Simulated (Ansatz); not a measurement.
**Relaxation path: fcc Sb (111), 3 layers**

DFT, PBEsol, PAW with Ansatz's default frozen-core files, scalar-relativistic (Ansatz 0.2.0); a Γ-centred 11×11×1 k mesh, Fermi–Dirac smearing of 0.1 eV, no spin polarisation. The run relaxes the atoms in the fixed cell.

Command: `ansatz run input.yaml --threads 1 --pin off --max-ram 3584MiB --backend cpu --events-out ev --progress --plain --runs-dir out` It took 24 s on 1 thread of Intel(R) Xeon(R) Platinum 8488C (Sapphire Rapids) (shared host), peak memory 0.48 GiB.

```yaml
crystal:
  lattice:
    - [3.3338465302, 0.0, 0.0]
    - [-1.6669232651, 2.8871957875, 0.0]
    - [0.0, 0.0, 21.4441]
  atoms:
    - { symbol: Sb, position: [0.1666666665, 0.3333333335, 0.3730618543] }
    - { symbol: Sb, position: [0.5000000005, 0.9999999995, 0.4999999996] }
    - { symbol: Sb, position: [0.8333333335, 0.6666666665, 0.6269381457] }
kpoints:
  mp_grid: { grid: [11, 11, 1] }
scf:
  occupations: { method: fermi_dirac, width: 0.1 }
hamiltonian:
  xc: pbesol
  pseudopotentials: { kind: paw }
output:
  forces: true
  stress: true
  eigenvalues: true
  write_density: true
  write_potential: true
  elf: true
  volumetric_format: npy
relax:
  f_tol: 0.01
  max_steps: 40
efield:
  axis: 3
  amplitude: 0
  dipole_correction: true
```

Each step lists its free energy a cell above the last geometry, and Cartesian positions (Å) with forces (eV/Å).

The first step:

```
step 1  dF = 11.26 meV
  Sb 0.0000 0.9624 8.0000   0.0000 0.0000 0.1157
  Sb 0.0000 2.8872 10.7220   0.0000 0.0000 0.0000
  Sb 1.6669 1.9248 13.4441   0.0000 0.0000 -0.1157
```

Spin–orbit coupling is left out, which matters for the heavy atoms. The PAW files were made under PBE.

Question: Where does the relaxation end, and by which steps?

Answer: After 3 geometries, with a shortest distance of 3.261 Å. The further steps:
```
step 2  dF = 1.01 meV
  Sb 0.0000 0.9624 8.0632   0.0000 0.0000 0.0404
  Sb 0.0000 2.8872 10.7220   0.0000 0.0000 0.0000
  Sb 1.6669 1.9248 13.3809   0.0000 0.0000 -0.0404
step 3  dF = 0.00 meV
  Sb 0.0000 0.9624 8.0895   0.0000 0.0000 -0.0037
  Sb 0.0000 2.8872 10.7220   0.0000 0.0000 0.0000
  Sb 1.6669 1.9248 13.3546   0.0000 0.0000 0.0037
step 4  dF = 0.00 meV  (same geometry, solved once more)
  Sb 0.0000 0.9624 8.0895   0.0000 0.0000 -0.0036
  Sb 0.0000 2.8872 10.7220   0.0000 0.0000 0.0000
  Sb 1.6669 1.9248 13.3546   0.0000 0.0000 0.0036
```
